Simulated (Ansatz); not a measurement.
ZnS (space group R3m)

```yaml
crystal:
  lattice:
    - [1.87021, 1.07976, 9.20113]
    - [-1.87021, 1.07976, 9.20113]
    - [0.00000, -2.15953, 9.20113]
  atoms:
    - { symbol: Zn, position: [0.00000, 0.00000, 0.00000] }
    - { symbol: Zn, position: [0.77766, 0.77766, 0.77766] }
    - { symbol: Zn, position: [0.55540, 0.55540, 0.55540] }
    - { symbol: S, position: [0.91677, 0.91677, 0.91677] }
    - { symbol: S, position: [0.47219, 0.47219, 0.47219] }
    - { symbol: S, position: [0.69463, 0.69463, 0.69463] }
```

The slice is a (1 -1 0 2) plane (indices of the conventional cell) through the point (0.695, 0.695, 0.695) (fractional), spanned by u = [1 0 -1] and v = [010] in vectors of this cell: u (3.74 Å) and v (9.45 Å, at 90° to u). It covers one period; positions are fractions (u, v).

These are LDA (plane waves to 420 eV, PAW, scalar-relativistic; Ansatz, an electronic-structure program) values and carry that method's errors. k mesh 10×10×10. These are valence fields of a PAW run, semicore shells included where kept as valence: close to a nucleus they are smooth pseudo fields. This is one of several known forms of ZnS; the measured ambient cells at hand have space group No. 186 or 216. ZnS was relaxed with its symmetry unable to fall.

Sketch the valence electron density on this plane as a map.


```
v \ u  0.00  0.11  0.22  0.33  0.44  0.56  0.67  0.78  0.89
-----  ----  ----  ----  ----  ----  ----  ----  ----  ----
0.88   -0.6  -0.7  -0.9  -1.1  -1.1  -1.1  -1.1  -0.9  -0.7
0.75   -1.2  -1.2  -1.3  -1.4  -1.4  -1.4  -1.4  -1.3  -1.2
0.62   -0.2  -0.4  -0.7  -1.1  -1.4  -1.4  -1.1  -0.7  -0.4
0.50   -0.9  -1.0  -1.2  -1.5  -1.8  -1.8  -1.5  -1.2  -1.0
0.38   -0.7  -0.8  -1.0  -1.3  -1.5  -1.5  -1.3  -1.0  -0.8
0.25    0.5   0.1  -0.5  -1.0  -1.2  -1.2  -1.0  -0.5   0.1
0.12   -0.3  -0.4  -0.7  -1.1  -1.5  -1.5  -1.1  -0.7  -0.4
0.00   -3.0   0.0  -0.1  -0.5  -0.9  -0.9  -0.5  -0.1   0.0
```

Values: log₁₀ of the valence density in e/Å³. The scale is logarithmic, as a density can span decades between atoms and voids; values under 0.001 e/Å³ are set to 0.001.
